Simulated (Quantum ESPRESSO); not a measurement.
**Band energies of CdS**

```
CELL_PARAMETERS angstrom
      4.12505     0.00000     0.00000
     -2.06253     3.57240     0.00000
      0.00000     0.00000     6.70923
ATOMIC_POSITIONS crystal
  S  0.66667 0.33333 0.87681
  S  0.33333 0.66667 0.37681
  Cd 0.66667 0.33333 0.50019
  Cd 0.33333 0.66667 0.00019
```

PBEsol (Quantum ESPRESSO, PseudoDojo norm-conserving, 102 Ry, with spin-orbit coupling); path ΓMKΓALHA,LM,KH; energies in eV from the valence-band maximum.

| k (1/Å) | point | band 52 | band 53 | band 54 | band 55 | band 56 | band 57 | band 58 | band 59 |
|---|---|---|---|---|---|---|---|---|---|
| 0.00 | Γ | 0.00 | 1.08 | 1.08 | 2.66 | 2.66 | 6.12 | 6.12 | 6.48 |
| 0.44 |  | -0.39 | 2.88 | 2.90 | 3.90 | 3.90 | 5.36 | 5.37 | 6.23 |
| 0.88 | M | -0.79 | 3.61 | 3.61 | 3.75 | 3.75 | 4.95 | 4.95 | 6.30 |
| 1.01 |  | -0.94 | 3.81 | 3.81 | 4.00 | 4.01 | 4.91 | 4.91 | 6.29 |
| 1.39 | K | -1.71 | 4.47 | 4.47 | 5.02 | 5.05 | 5.07 | 5.07 | 7.01 |
| 1.59 |  | -1.38 | 4.54 | 4.55 | 4.67 | 4.67 | 5.12 | 5.13 | 6.23 |
| 2.00 |  | -0.41 | 2.82 | 2.84 | 4.08 | 4.09 | 5.43 | 5.44 | 6.02 |
| 2.40 | Γ | 0.00 | 1.08 | 1.08 | 2.66 | 2.66 | 6.12 | 6.12 | 6.48 |
| 2.52 |  | -0.03 | 1.42 | 1.42 | 2.68 | 2.68 | 6.12 | 6.12 | 6.49 |
| 2.87 | A | -0.40 | 2.74 | 2.74 | 2.74 | 2.74 | 6.01 | 6.01 | 6.01 |
| 3.09 |  | -0.57 | 3.25 | 3.25 | 3.27 | 3.27 | 5.55 | 5.55 | 5.56 |
| 3.53 |  | -1.26 | 3.49 | 3.49 | 3.49 | 3.49 | 5.31 | 5.31 | 5.31 |
| 3.75 | L | -1.37 | 3.34 | 3.34 | 3.34 | 3.34 | 5.25 | 5.25 | 5.25 |
| 4.05 |  | -1.19 | 4.01 | 4.01 | 4.06 | 4.06 | 5.71 | 5.71 | 5.73 |
| 4.26 | H | -1.16 | 4.27 | 4.27 | 4.31 | 4.31 | 5.91 | 5.91 | 5.98 |
| 4.53 |  | -1.24 | 4.13 | 4.13 | 4.18 | 4.18 | 5.68 | 5.68 | 5.72 |
| 4.90 |  | -0.87 | 3.78 | 3.78 | 3.81 | 3.81 | 5.24 | 5.24 | 5.27 |
| 5.27 | A | -0.40 | 2.74 | 2.74 | 2.74 | 2.74 | 6.01 | 6.01 | 6.01 |
| 5.27 | L | -1.37 | 3.34 | 3.34 | 3.34 | 3.34 | 5.25 | 5.25 | 5.25 |
| 5.74 | M | -0.79 | 3.61 | 3.61 | 3.75 | 3.75 | 4.95 | 4.95 | 6.30 |
| 5.74 | K | -1.71 | 4.47 | 4.47 | 5.02 | 5.05 | 5.07 | 5.07 | 7.01 |
| 6.21 | H | -1.16 | 4.27 | 4.27 | 4.31 | 4.31 | 5.91 | 5.91 | 5.98 |

The PBEsol gap is direct, 1.08 eV at Γ.

Geometry relaxed with PBEsol.
